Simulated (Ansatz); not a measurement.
Crystals of one structure type (rock salt) and one family of elements, relaxed and computed with PBE (plane waves, PAW; program Ansatz).

| crystal | gap (eV) | electron conductivity mass (mₑ) |
|---|---|---|
| KI | 3.86 | 0.34 |
| KBr | 4.31 | ? |
| RbCl | 4.83 | 0.44 |
| LiBr | 4.91 | 0.35 |
| KF | 5.96 | 0.55 |
| LiCl | 6.26 | 0.47 |
| LiF | 8.83 | 0.86 |

Fit a straight line to ln m* against ln E_g and predict the withheld value.

Least squares on the 6 shown rows: ln m* = 1.13 × ln E_g + (-2.685), with a scatter of 11 %. For KBr this gives 0.36. The run itself gave 0.39, within the scatter.

All cells were relaxed under the symmetry of their starts (and spin orders); stability against distortions was not tested throughout. Spin–orbit coupling is left out wherever it is not named.

Potentials: the later of the program's two PAW sets.
